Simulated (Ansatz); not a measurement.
**LiH with Te replacing H: gradients before and after relaxing the atoms**

Start: a supercell of LiH (rock salt type, Fm-3m) built from a structure deposited in the COD, with all atoms left at the host's positions.

```cif
data_Li27TeH26
_symmetry_space_group_name_H-M 'Fm-3m'
_symmetry_Int_Tables_number 225
_cell_length_a 12.2205
_cell_length_b 12.2205
_cell_length_c 12.2205
_cell_angle_alpha 90.000
_cell_angle_beta 90.000
_cell_angle_gamma 90.000
loop_
_atom_site_label
_atom_site_type_symbol
_atom_site_symmetry_multiplicity
_atom_site_Wyckoff_symbol
_atom_site_fract_x
_atom_site_fract_y
_atom_site_fract_z
Li1 Li 32 f 0.3333 0.8333 0.8333
Li2 Li 24 e 0.5000 0.0000 0.8333
Li6 Li 48 h 0.8333 0.1667 0.0000
Li27 Li 4 a 0.0000 0.5000 0.5000
Te Te 4 b 0.5000 0.0000 0.0000
H29 H 48 i 0.6667 0.1667 0.0000
H32 H 32 f 0.8333 0.1667 0.1667
H42 H 24 e 0.0000 0.5000 0.3333
```

One atom of each set is listed; the run and its k-mesh use a cell of 54 atoms with edges of 8.64, 8.64, 8.64 Å.

Computed with Ansatz: DFT, PBE, plane waves and PAW, scalar-relativistic, 420 eV cutoff, Γ-centred 3×3×3 k-points, Fermi–Dirac smearing 0.01 eV, cell charge -1.

The largest force at the start is 4.3 eV/Å. Relaxing the ions at fixed cell moves them by 0.356 Å at most (atom 5, Li) and 0.149 Å rms.

```json
{"site": "Li1", "moved (Å)": "0.041", "first shell before": "6 H at 2.04 Å", "first shell after": "6 H at 2.02–2.08 Å", "V_zz before (10²¹ V/m²)": "0.012", "η before": "0.00"}
{"site": "Li2", "moved (Å)": "0.356", "first shell before": "5 H at 2.04 Å, 1 Te at 2.04 Å", "first shell after": "5 H at 1.78–2.17 Å, 1 Te at 2.39 Å; also 4 Li at 2.64 Å", "V_zz before (10²¹ V/m²)": "0.039", "η before": "0.00"}
{"site": "Li6", "moved (Å)": "0.024", "first shell before": "6 H at 2.04 Å", "first shell after": "6 H at 1.90–2.06 Å", "V_zz before (10²¹ V/m²)": "-0.027", "η before": "0.96"}
{"site": "Te", "moved (Å)": "0.000", "first shell before": "6 Li at 2.04 Å", "first shell after": "6 Li at 2.39 Å", "V_zz before (10²¹ V/m²)": "0.00", "η before": "–"}
{"site": "H29", "moved (Å)": "0.172", "first shell before": "6 Li at 2.04 Å", "first shell after": "6 Li at 1.90–2.17 Å", "V_zz before (10²¹ V/m²)": "-0.035", "η before": "0.43"}
{"site": "H42", "moved (Å)": "0.095", "first shell before": "6 Li at 2.04 Å", "first shell after": "6 Li at 1.78–2.06 Å", "V_zz before (10²¹ V/m²)": "-0.008", "η before": "0.00"}
```

Question: What are V_zz and η after the relaxation?

Answer: 

| site | V_zz after | η after | change of V_zz |
| --- | --- | --- | --- |
| Li1 | 0.036 | 0.00 | +0.02 |
| Li2 | -0.23 | 0.00 | -0.27 |
| Li6 | -0.060 | 0.56 | -0.03 |
| Te | 0.00 | – | 0.00 |
| H29 | -0.087 | 0.66 | -0.05 |
| H42 | 0.21 | 0.00 | +0.21 |

The largest change of V_zz is on Li2, from 0.039 to -0.23. V_zz changes sign on Li2 (same axis). Other sites with |V_zz| of 0.02 or less aren't listed.

The defect repeats with the cell of 54 atoms, so it feels its images: sites between two images don't show the values beside a lone defect, and zeros or small values of η there can come from the images' arrangement. A uniform background compensates the cell's charge. Without spin–orbit coupling the gradients at and beside Te can be off by some per cent, at some sites by more.
Before: The neighbours have not yet relaxed around the defect (largest force 4.3 eV/Å), so the values at and beside it are those of a strained start, not of the defect in a real crystal.
After: The relaxation keeps the site symmetry m-3m of the start, so the impurity can't leave its site; a start off the site could end lower. With these PAW files V_zz is typically within 2 to 3 % of all-electron values, but misses above 10 % occur on Li.
